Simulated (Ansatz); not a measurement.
## Two inputs for WS2 with fluorine replacing S

This input was run with Ansatz:

```yaml
crystal:
  lattice:
    - [6.36, 0.0, 0.0]
    - [-4.77, 8.261882352, 0.0]
    - [0.0, 0.0, 12.5]
  atoms:
    - { symbol: W, position: [0.1666666666, 0.2222222222, 0.25] }
    - { symbol: W, position: [0.1666666666, 0.5555555556, 0.25] }
    - { symbol: W, position: [0.1666666666, 0.8888888889, 0.25] }
    - { symbol: W, position: [0.6666666666, 0.2222222222, 0.25] }
    - { symbol: W, position: [0.6666666666, 0.5555555556, 0.25] }
    - { symbol: W, position: [0.6666666666, 0.8888888889, 0.25] }
    - { symbol: W, position: [0.3333333334, 0.1111111111, 0.75] }
    - { symbol: W, position: [0.3333333334, 0.4444444444, 0.75] }
    - { symbol: W, position: [0.3333333334, 0.7777777778, 0.75] }
    - { symbol: W, position: [0.8333333334, 0.1111111111, 0.75] }
    - { symbol: W, position: [0.8333333334, 0.4444444444, 0.75] }
    - { symbol: W, position: [0.8333333334, 0.7777777778, 0.75] }
    - { symbol: F, position: [0.1666666666, 0.2222222222, 0.625], spin: 1.0 }
    - { symbol: S, position: [0.1666666666, 0.5555555556, 0.625] }
    - { symbol: S, position: [0.1666666666, 0.8888888889, 0.625] }
    - { symbol: S, position: [0.6666666666, 0.2222222222, 0.625] }
    - { symbol: S, position: [0.6666666666, 0.5555555556, 0.625] }
    - { symbol: S, position: [0.6666666666, 0.8888888889, 0.625] }
    - { symbol: S, position: [0.3333333334, 0.1111111111, 0.125] }
    - { symbol: S, position: [0.3333333334, 0.4444444444, 0.125] }
    - { symbol: S, position: [0.3333333334, 0.7777777778, 0.125] }
    - { symbol: S, position: [0.8333333334, 0.1111111111, 0.125] }
    - { symbol: S, position: [0.8333333334, 0.4444444444, 0.125] }
    - { symbol: S, position: [0.8333333334, 0.7777777778, 0.125] }
    - { symbol: S, position: [0.1666666666, 0.2222222222, 0.875] }
    - { symbol: S, position: [0.1666666666, 0.5555555556, 0.875] }
    - { symbol: S, position: [0.1666666666, 0.8888888889, 0.875] }
    - { symbol: S, position: [0.6666666666, 0.2222222222, 0.875] }
    - { symbol: S, position: [0.6666666666, 0.5555555556, 0.875] }
    - { symbol: S, position: [0.6666666666, 0.8888888889, 0.875] }
    - { symbol: S, position: [0.3333333334, 0.1111111111, 0.375] }
    - { symbol: S, position: [0.3333333334, 0.4444444444, 0.375] }
    - { symbol: S, position: [0.3333333334, 0.7777777778, 0.375] }
    - { symbol: S, position: [0.8333333334, 0.1111111111, 0.375] }
    - { symbol: S, position: [0.8333333334, 0.4444444444, 0.375] }
    - { symbol: S, position: [0.8333333334, 0.7777777778, 0.375] }
magnetization:
  spin_polarized: true
kpoints:
  mp_grid: { grid: [4, 3, 2] }
scf:
  occupations: { method: fermi_dirac, width: 0.01 }
  initial_density: { chi_scale: 0.3 }
hamiltonian:
  xc: pbe
  pseudopotentials: { kind: paw }
  hubbard: { sites: [{ species: W, l: d, u_eff: 3.0 }], double_counting: amf }
output:
  forces: true
  stress: true
  populations: true
  efg: { quadrupole_moments_barn: { S: -0.0694 }, contact_densities: true }
```

It converged. Of its output the block on the nuclei alone is shown, without the SCF iterations, energies, forces and stress (one atom of each set, the first 14 sets):

```
--- PAW observables at the nuclei: V_zz in 10²¹ V/m², potentials from the cell's mean, atoms counted from 1 ---
  atom   1  W  V_zz =   -19.822956   η = 0.0026   by run symmetry: allowed
            electrostatic potential = -14805.259372 V   contact ρ = 8821986.656983 e/Å³   contact ρ_s (e/Å³): all electrons -0.005640, valence -0.005652
  atom   2  W  V_zz =   -19.614802   η = 0.0067   by run symmetry: allowed
            electrostatic potential = -14805.257816 V   contact ρ = 8821986.385126 e/Å³   contact ρ_s (e/Å³): all electrons -0.012441, valence -0.012502
  atom   3  W  V_zz =   -19.639316   η = 0.0114   by run symmetry: allowed
            electrostatic potential = -14805.256842 V   contact ρ = 8821986.370316 e/Å³   contact ρ_s (e/Å³): all electrons -0.009061, valence -0.009117
  atom   4  W  V_zz =   -19.605996   η = 0.0009   by run symmetry: allowed
            electrostatic potential = -14805.259610 V   contact ρ = 8821986.505737 e/Å³   contact ρ_s (e/Å³): all electrons +0.016304, valence +0.016420
  atom   5  W  V_zz =   -19.573498   η = 0.0049   by run symmetry: allowed
            electrostatic potential = -14805.258348 V   contact ρ = 8821986.427559 e/Å³   contact ρ_s (e/Å³): all electrons +0.002099, valence +0.002121
  atom   6  W  V_zz =   -19.587141   η = 0.0060   by run symmetry: allowed
            electrostatic potential = -14805.256097 V   contact ρ = 8821986.396980 e/Å³   contact ρ_s (e/Å³): all electrons -0.001600, valence -0.001558
  atom   7  W  V_zz =   -26.020860   η = 0.7624   by run symmetry: allowed
            electrostatic potential = -14805.001531 V   contact ρ = 8821971.104369 e/Å³   contact ρ_s (e/Å³): all electrons +0.502868, valence +0.505948
  atom   8  W  V_zz =   -29.430166   η = 0.7520   by run symmetry: allowed
            electrostatic potential = -14804.906304 V   contact ρ = 8821975.385446 e/Å³   contact ρ_s (e/Å³): all electrons +1.209101, valence +1.222999
  atom   9  W  V_zz =   -19.310857   η = 0.0261   by run symmetry: allowed
            electrostatic potential = -14805.188640 V   contact ρ = 8821983.165064 e/Å³   contact ρ_s (e/Å³): all electrons -0.172402, valence -0.169737
  atom  10  W  V_zz =   -22.666193   η = 0.7381   by run symmetry: allowed
            electrostatic potential = -14805.074462 V   contact ρ = 8821969.605348 e/Å³   contact ρ_s (e/Å³): all electrons +0.584539, valence +0.582372
  atom  11  W  V_zz =   -20.232589   η = 0.0290   by run symmetry: allowed
            electrostatic potential = -14805.140033 V   contact ρ = 8821987.785699 e/Å³   contact ρ_s (e/Å³): all electrons -0.074151, valence -0.075002
  atom  12  W  V_zz =   -19.950207   η = 0.0463   by run symmetry: allowed
            electrostatic potential = -14805.176904 V   contact ρ = 8821986.013078 e/Å³   contact ρ_s (e/Å³): all electrons +0.085735, valence +0.088886
  atom  13  F  V_zz =    -2.601459   η = 0.2180   by run symmetry: allowed
            electrostatic potential = -743.142051 V   contact ρ = 3131.018510 e/Å³   contact ρ_s (e/Å³): all electrons +1.595669, valence +1.775488
  atom  14  S  V_zz =    -4.336998   η = 0.3346   by run symmetry: allowed   C_q = +7.2779 MHz
            electrostatic potential = -1637.867819 V   contact ρ = 19770.630975 e/Å³   contact ρ_s (e/Å³): all electrons +0.040246, valence +0.040517
```

(1) Can these gradients be trusted, and how do they compare with a run on standard settings?

Results:

(1) As results of these settings, within the limits told below. Against the standard input the change is `scf.initial_density.chi_scale`: not typed → 0.3; `hamiltonian.hubbard`: not typed → {sites: [{species: W, l: d, u_eff: 3.0}], double_counting: amf}. A site carries the number of its first atom; V_zz in 10²¹ V/m².

```csv
site,atom,V_zz standard,η standard,V_zz here,η here
W1,1,-18.01,0.00,-19.82,0.00
W2,2,-17.80,0.00,-19.61,0.01
W4,4,-17.80,0.01,-19.61,0.00
W3,3,-17.83,0.01,-19.64,0.01
W7,7,-23.4,0.83,-26.0,0.76
W8,8,-26.4,0.87,-29.4,0.75
W9,9,-17.52,0.05,-19.31,0.03
W10,10,-23.3,0.83,-22.7,0.74
F,13,-2.85,0.23,-2.60,0.22
S16,16,-3.61,0.99,-3.87,0.83
S17,17,-4.14,0.37,-4.47,0.28
S28,28,-5.58,0.45,-5.51,0.37
```

The largest change of V_zz is on W8, from -26.4 to -29.4. In per cent, |V_zz| changes by -3 to +12 on W, -9 on F, -1 to +8 on S (all sites that start above 2). Where |V_zz| stays above 0.1, η moves most on S16, from 0.99 to 0.83. The table leaves out 23 of the 35 sites, with |V_zz| up to 20.24; their tensors move by 1.80 at most along any direction. The statements above cover all sites. The absolute magnetisation of the cell goes from 0.6 to 1.0 μB. SCF iterations: 35 and 43. New warnings: filled band counts differ across k points, look outside group, minimisation memory short.

On the reference run: The defect repeats with the cell of 36 atoms, so it feels its images: sites between two images don't show the values beside a lone defect, and zeros or small values of η there can come from the images' arrangement. S and W carry a gradient in the pure host already, so the values there aren't the defect's effect alone. The defect cell has no gap above 0.1 eV on its mesh, so the values can hang on the smearing and the k-mesh. Without spin–orbit coupling the gradients at and beside W can be off by some per cent, at some sites by more. The run lost most of its start moments on F; a state with other moments may lie lower. The neighbours have not yet relaxed around the defect (largest force 0.82 eV/Å), so a real crystal will differ.
